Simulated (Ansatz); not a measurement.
An Ansatz (an electronic-structure program) run. Input:

Ansatz 0.2 input:
```yaml
crystal:
  lattice:
    - [3.3784150909, 0.0, 0.0]
    - [-1.6892075455, 2.9257932933, 0.0]
    - [0.0, 0.0, 6.5382451667]
  atoms:
    - { symbol: Br, position: [0.3333333333, 0.6666666667, 0.2553107943] }
    - { symbol: Br, position: [0.6666666667, 0.3333333333, 0.7446892057] }
    - { symbol: Ti, position: [0.0, 0.0, 0.0] }
kpoints:
  mp_grid: { grid: [24, 24, 11] }
hamiltonian:
  xc: lda
  pseudopotentials: { kind: paw }
scf:
  occupations: { method: fermi_dirac, width: 0.1 }
elastic: { mode: relaxed_ion, stencil: two_point, amplitude: 0.005, f_tol: 0.0005 }
```

Output (shortened):

```
Pseudopotential: Br, paw, valence charge 7
Pseudopotential: Ti, paw, valence charge 12
Functional definition: SPW92
Crystal: 3 atoms, lattice volume = 64.628 Å³
Basis set: ecut = 420 eV, 1257 PW (Γ)
Bands: 17, of which v1, the nominal top of the filled ones, is band 13 counted from 1 (12 counted from 0)
Symmetry: 12 space group operations
Space group: P-3m1 (ITA 164), of the structure as read, at distance tolerance 4.0e-5 Å
k-points: 606 of 6336
SCF 1 converged in 10 iterations: F = -7841.437199 eV  dr2 = 4.98e-14
relax step   1: F+E_penalty+E_count = -7841.43719877 eV  Δ(F+E_penalty+E_count) = +0.000e0 eV  max|allowed force component| = 1.308e-2 eV/Å  Δτ_max = 0.0000 Å  (10 SCF iters, accepted)
Crystal: 3 atoms, lattice volume = 64.628 Å³
SCF 2 converged in 10 iterations: F = -7841.437214 eV  dr2 = 3.86e-14
relax step   2: F+E_penalty+E_count = -7841.43721405 eV  Δ(F+E_penalty+E_count) = -1.528e-5 eV  max|allowed force component| = 5.763e-3 eV/Å  Δτ_max = 0.0021 Å  (10 SCF iters, accepted)
Crystal: 3 atoms, lattice volume = 64.628 Å³
SCF 3 converged in 7 iterations: F = -7841.437218 eV  dr2 = 6.87e-14
relax step   3: F+E_penalty+E_count = -7841.43721772 eV  Δ(F+E_penalty+E_count) = -3.671e-6 eV  max|allowed force component| = 5.898e-6 eV/Å  Δτ_max = 0.0006 Å  (7 SCF iters, accepted)
Crystal: 3 atoms, lattice volume = 64.628 Å³
SCF 4 converged in 10 iterations: F = -7841.437218 eV  dr2 = 3.75e-17
Crystal: 3 atoms, lattice volume = 64.304 Å³
Symmetry: 4 space group operations
k-points: 1657 of 6336
SCF 5 converged in 11 iterations: F = -7841.435976 eV  dr2 = 8.99e-14
relax step   1: F+E_penalty+E_count = -7841.43597626 eV  Δ(F+E_penalty+E_count) = +0.000e0 eV  max|allowed force component| = 3.198e-2 eV/Å  Δτ_max = 0.0000 Å  (11 SCF iters, accepted)
Crystal: 3 atoms, lattice volume = 64.304 Å³
SCF 6 converged in 9 iterations: F = -7841.436146 eV  dr2 = 6.57e-15
relax step   2: F+E_penalty+E_count = -7841.43614555 eV  Δ(F+E_penalty+E_count) = -1.693e-4 eV  max|allowed force component| = 4.327e-3 eV/Å  Δτ_max = 0.0044 Å  (9 SCF iters, accepted)
Crystal: 3 atoms, lattice volume = 64.304 Å³
SCF 7 converged in 7 iterations: F = -7841.436149 eV  dr2 = 1.68e-14
relax step   3: F+E_penalty+E_count = -7841.43614931 eV  Δ(F+E_penalty+E_count) = -3.764e-6 eV  max|allowed force component| = 6.622e-4 eV/Å  Δτ_max = 0.0008 Å  (7 SCF iters, accepted)
Crystal: 3 atoms, lattice volume = 64.304 Å³
SCF 8 converged in 7 iterations: F = -7841.436149 eV  dr2 = 2.51e-15
relax step   4: F+E_penalty+E_count = -7841.43614942 eV  Δ(F+E_penalty+E_count) = -1.155e-7 eV  max|allowed force component| = 1.076e-5 eV/Å  Δτ_max = 0.0001 Å  (7 SCF iters, accepted)
Crystal: 3 atoms, lattice volume = 64.304 Å³
SCF 9 converged in 2 iterations: F = -7841.436149 eV  dr2 = 8.41e-16
Crystal: 3 atoms, lattice volume = 64.951 Å³
Basis set: ecut = 420 eV, 1265 PW (Γ)
SCF 10 converged in 11 iterations: F = -7841.437159 eV  dr2 = 6.60e-14
relax step   1: F+E_penalty+E_count = -7841.43715869 eV  Δ(F+E_penalty+E_count) = +0.000e0 eV  max|allowed force component| = 3.145e-2 eV/Å  Δτ_max = 0.0000 Å  (11 SCF iters, accepted)
Crystal: 3 atoms, lattice volume = 64.951 Å³
SCF 11 converged in 9 iterations: F = -7841.437331 eV  dr2 = 8.53e-15
relax step   2: F+E_penalty+E_count = -7841.43733080 eV  Δ(F+E_penalty+E_count) = -1.721e-4 eV  max|allowed force component| = 1.797e-3 eV/Å  Δτ_max = 0.0048 Å  (9 SCF iters, accepted)
Crystal: 3 atoms, lattice volume = 64.951 Å³
SCF 12 converged in 7 iterations: F = -7841.437331 eV  dr2 = 1.35e-14
relax step   3: F+E_penalty+E_count = -7841.43733126 eV  Δ(F+E_penalty+E_count) = -4.624e-7 eV  max|allowed force component| = 8.354e-6 eV/Å  Δτ_max = 0.0002 Å  (7 SCF iters, accepted)
Crystal: 3 atoms, lattice volume = 64.951 Å³
SCF 13 converged in 2 iterations: F = -7841.437331 eV  dr2 = 4.17e-15
Crystal: 3 atoms, lattice volume = 64.304 Å³
SCF 14 converged in 11 iterations: F = -7841.436718 eV  dr2 = 2.20e-14
relax step   1: F+E_penalty+E_count = -7841.43671817 eV  Δ(F+E_penalty+E_count) = +0.000e0 eV  max|allowed force component| = 6.519e-2 eV/Å  Δτ_max = 0.0000 Å  (11 SCF iters, accepted)
Crystal: 3 atoms, lattice volume = 64.304 Å³
SCF 15 converged in 9 iterations: F = -7841.437181 eV  dr2 = 4.58e-15
relax step   2: F+E_penalty+E_count = -7841.43718061 eV  Δ(F+E_penalty+E_count) = -4.624e-4 eV  max|allowed force component| = 9.306e-4 eV/Å  Δτ_max = 0.0072 Å  (9 SCF iters, accepted)
Crystal: 3 atoms, lattice volume = 64.304 Å³
SCF 16 converged in 6 iterations: F = -7841.437181 eV  dr2 = 4.72e-14
relax step   3: F+E_penalty+E_count = -7841.43718070 eV  Δ(F+E_penalty+E_count) = -9.488e-8 eV  max|allowed force component| = 4.636e-6 eV/Å  Δτ_max = 0.0001 Å  (6 SCF iters, accepted)
Crystal: 3 atoms, lattice volume = 64.304 Å³
SCF 17 converged in 2 iterations: F = -7841.437181 eV  dr2 = 1.59e-14
Crystal: 3 atoms, lattice volume = 64.951 Å³
Basis set: ecut = 420 eV, 1269 PW (Γ)
SCF 18 converged in 11 iterations: F = -7841.436475 eV  dr2 = 2.52e-14
relax step   1: F+E_penalty+E_count = -7841.43647511 eV  Δ(F+E_penalty+E_count) = +0.000e0 eV  max|allowed force component| = 6.439e-2 eV/Å  Δτ_max = 0.0000 Å  (11 SCF iters, accepted)
Crystal: 3 atoms, lattice volume = 64.951 Å³
SCF 19 converged in 9 iterations: F = -7841.436941 eV  dr2 = 4.91e-15
relax step   2: F+E_penalty+E_count = -7841.43694100 eV  Δ(F+E_penalty+E_count) = -4.659e-4 eV  max|allowed force component| = 1.535e-3 eV/Å  Δτ_max = 0.0071 Å  (9 SCF iters, accepted)
Crystal: 3 atoms, lattice volume = 64.951 Å³
SCF 20 converged in 7 iterations: F = -7841.436941 eV  dr2 = 8.88e-15
relax step   3: F+E_penalty+E_count = -7841.43694126 eV  Δ(F+E_penalty+E_count) = -2.631e-7 eV  max|allowed force component| = 8.144e-6 eV/Å  Δτ_max = 0.0002 Å  (7 SCF iters, accepted)
Crystal: 3 atoms, lattice volume = 64.951 Å³
SCF 21 converged in 2 iterations: F = -7841.436941 eV  dr2 = 5.54e-16
Crystal: 3 atoms, lattice volume = 64.627 Å³
SCF 22 converged in 11 iterations: F = -7841.436877 eV  dr2 = 2.23e-14
relax step   1: F+E_penalty+E_count = -7841.43687724 eV  Δ(F+E_penalty+E_count) = +0.000e0 eV  max|allowed force component| = 3.945e-2 eV/Å  Δτ_max = 0.0000 Å  (11 SCF iters, accepted)
Crystal: 3 atoms, lattice volume = 64.627 Å³
SCF 23 converged in 8 iterations: F = -7841.437171 eV  dr2 = 8.73e-14
relax step   2: F+E_penalty+E_count = -7841.43717050 eV  Δ(F+E_penalty+E_count) = -2.933e-4 eV  max|allowed force component| = 1.061e-2 eV/Å  Δτ_max = 0.0059 Å  (8 SCF iters, accepted)
Crystal: 3 atoms, lattice volume = 64.627 Å³
SCF 24 converged in 8 iterations: F = -7841.437194 eV  dr2 = 1.57e-14
relax step   3: F+E_penalty+E_count = -7841.43719359 eV  Δ(F+E_penalty+E_count) = -2.309e-5 eV  max|allowed force component| = 1.084e-4 eV/Å  Δτ_max = 0.0022 Å  (8 SCF iters, accepted)
Crystal: 3 atoms, lattice volume = 64.627 Å³
SCF 25 converged in 2 iterations: F = -7841.437194 eV  dr2 = 2.23e-15
Crystal: 3 atoms, lattice volume = 64.627 Å³
SCF 26 converged in 11 iterations: F = -7841.436880 eV  dr2 = 7.45e-15
relax step   1: F+E_penalty+E_count = -7841.43688007 eV  Δ(F+E_penalty+E_count) = +0.000e0 eV  max|allowed force component| = 3.896e-2 eV/Å  Δτ_max = 0.0000 Å  (11 SCF iters, accepted)
Crystal: 3 atoms, lattice volume = 64.627 Å³
SCF 27 converged in 9 iterations: F = -7841.437195 eV  dr2 = 7.30e-15
relax step   2: F+E_penalty+E_count = -7841.43719470 eV  Δ(F+E_penalty+E_count) = -3.146e-4 eV  max|allowed force component| = 9.392e-4 eV/Å  Δτ_max = 0.0080 Å  (9 SCF iters, accepted)
Crystal: 3 atoms, lattice volume = 64.627 Å³
SCF 28 converged in 7 iterations: F = -7841.437195 eV  dr2 = 3.56e-15
relax step   3: F+E_penalty+E_count = -7841.43719484 eV  Δ(F+E_penalty+E_count) = -1.351e-7 eV  max|allowed force component| = 8.062e-6 eV/Å  Δτ_max = 0.0001 Å  (7 SCF iters, accepted)
Crystal: 3 atoms, lattice volume = 64.627 Å³
SCF 29 converged in 2 iterations: F = -7841.437195 eV  dr2 = 1.18e-15
SCF converged after 10 iterations
Stability not checked: this state was not tested for a lower state beside it, because too few of the mixer's solves of this state at the end of the SCF gave a …
Free energy (F): -7841.437218 eV
Harris-Foulkes:  -7841.437218 eV  (|F-HF|=1.82e-12)
Internal energy: -7841.364756 eV  (E = F + TS)
E sigma→0 (E₀):  -7841.400987 eV
Entropy (-TS):   -0.072462 eV (-24.154 meV/atom)
Fermi energy:    9.323332 eV
--- Per-component energies (eV) ---
  E_band       = -205.626830
  E_kinetic    = 544.674302
  E_local      = -1823.519666  (includes V_loc(G=0)·N_el)
  E_nonlocal   = 157.929114
  E_hartree    = 723.239903
  E_xc         = -621.096717
  E_vxc        = -333.952592  (∫ρ·V_xc dr)
  E_paw        = -5321.508669  (= ΣΔE_a)
  E_vpaw       = -197.237887  (= ΣTr[D̂ρ^β])
  E_aug_tail   = 0.000092  (compensation charges beyond the density's cutoff)
  E_ewald      = -1501.822088
  E_core_change = 0.738973  (= ΣΔE_core)
  E_smearing   = -0.072462  (= −TS)
  E_closure    =  0.000000  (closes the sum)
  Σ components = -7841.437218   (vs F -7841.437218, Δ=0.00e0)
--- Forces (eV/Å), atoms counted from 1 ---
  atom   1  Br     0.00000000     0.00000000    -0.00000596
  atom   2  Br     0.00000000     0.00000000     0.00000596
  atom   3  Ti     0.00000000     0.00000000     0.00000000
  max |Σ_I F_I| component: 4.63e-18 eV/Å
--- Stress (GPa, compression-positive) ---
        0.288407       0.000000       0.000000
        0.000000       0.288407       0.000000
        0.000000       0.000000      -0.061763
  P = ⅓ Tr σ = 0.1717 GPa (1.717 kbar)
--- Band table (eV; the first three rows and the last of 606) ---
  k-point 0: bands = ["-47.6983", "-24.3150", "-24.2612", "-24.2612", "-8.5968", "-7.8808", "1.6581", "5.3812", "5.4228", "5.4228", "6.7677", "6.7677", "8.6326", "9.3806", "9.3806", "10.9045", "10.9045"]
  k-point 1: bands = ["-47.6983", "-24.3150", "-24.2612", "-24.2612", "-8.5859", "-7.8951", "1.7087", "5.2551", "5.4265", "5.4265", "6.7600", "6.7600", "8.6952", "9.3800", "9.3800", "10.9139", "10.9139"]
  k-point 2: bands = ["-47.6983", "-24.3150", "-24.2612", "-24.2612", "-8.5540", "-7.9359", "1.8572", "4.9256", "5.4367", "5.4367", "6.7394", "6.7394", "8.8380", "9.3784", "9.3784", "10.9392", "10.9392"]
  k-point 605: bands = ["-47.6815", "-24.3672", "-24.3672", "-24.2726", "-7.2395", "-7.2395", "2.8203", "2.8203", "2.9628", "3.4924", "4.3405", "4.3405", "9.6787", "9.6787", "10.3148", "11.5502", "11.5502"]
--- Elastic constants: 3 strain directions × 2 members + reference (group order 12) ---
  dense FFT box of the reference and of every strained cell: 24×24×45
  strains applied: 11, 33, 23; error gains …
  reference relaxed by the batch: 3 steps …
  largest displacement 1.4e-3 Å; the constants are those of the deck's cell at these positions:
  atoms:
    - { symbol: Br, position: [0.3333333333333333, 0.6666666666666667, 0.25508938880741167] }
    - { symbol: Br, position: [0.6666666666666667, 0.3333333333333334, 0.7449106111925882] }
    - { symbol: Ti, position: [0.0, 0.0, 0.0] }
  C = ∂σ_k/∂η_j (tension-positive GPa; Voigt order 11 22 33 23 13 12):
        94.720     22.708     14.229     -2.481      0.000      0.000
        22.708     94.720     14.229      2.481      0.000      0.000
        13.864     13.864     31.016      0.000      0.000      0.000
        -2.482      2.482      0.000      4.688      0.000      0.000
         0.000      0.000      0.000      0.000      4.688     -2.482
         0.000      0.000      0.000      0.000     -2.481     36.006
  reference stress σ⁰ (GPa):     -0.288     -0.288      0.062      0.000      0.000      0.000
  moduli (Voigt/Reuss/Hill, GPa): K = 35.78/26.34/31.06   G = 20.39/8.83/14.61   E = 37.88   ν = 0.297
  mechanically stable: yes (min eigenvalue of sym C = 4.49 GPa)
  strain η (Voigt 11):  stress-route row diagonal C_11 = 94.72 GPa, energy-path curvature d²(F+E_count+ΔE)/dδ²/Ω₀ = 94.68 GPa
         δ    σ_11 (GPa)             F (eV)   n_scf  n_hpsi   n_pw
    -5.000e-3      -0.7758       -7841.4361494       2  297811   1281   relax 4 steps, max|allowed force component| 1.08e-5 eV/Å
     5.000e-3       0.1714       -7841.4373313       2  298057   1288   relax 3 steps, max|allowed force component| 8.35e-6 eV/Å
  strain η (Voigt 33):  stress-route row diagonal C_33 = 31.02 GPa, energy-path curvature d²(F+E_count+ΔE)/dδ²/Ω₀ = 31.00 GPa
         δ    σ_33 (GPa)             F (eV)   n_scf  n_hpsi   n_pw
    -5.000e-3      -0.1015       -7841.4371807       2  109160   1277   relax 3 steps, max|allowed force component| 4.64e-6 eV/Å
     5.000e-3       0.2087       -7841.4369413       2  109047   1288   relax 3 steps, max|allowed force component| 8.14e-6 eV/Å
  strain η (Voigt 23):  stress-route row diagonal C_44 = 4.69 GPa, energy-path curvature d²(F+E_count+ΔE)/dδ²/Ω₀ = 4.75 GPa
         δ    σ_23 (GPa)             F (eV)   n_scf  n_hpsi   n_pw
    -5.000e-3      -0.0245       -7841.4371936       2  297464   1282   relax 3 steps, max|allowed force component| 1.08e-4 eV/Å
     5.000e-3       0.0224       -7841.4371948       2  297770   1282   relax 3 steps, max|allowed force component| 8.06e-6 eV/Å
```

Cost: roughly 40 core-minutes on shared cores.

The workflow started from an entry of the Crystallography Open Database (COD). Whether it is the stable phase at ambient conditions was not checked. The cell was relaxed with LDA under the symmetry of its start; of distortions, only those at the zone centre were tested. The run is not spin-polarised. The volume lies over 15 % below that of the usual cell of this phase: another minimum, or an error of the functional. A crystal of weakly bound layers computed without a dispersion correction: the cell and the soft elastic constants depend strongly on that. As this level gives no gap, shear constants depend on the k-mesh and smearing (Fermi–Dirac, 0.1 eV here). Scalar-relativistic: spin–orbit coupling is off unless named, which matters more the heavier the elements.

Potentials: the later of the program's two PAW sets.

Ansatz is a plane-wave DFT program.
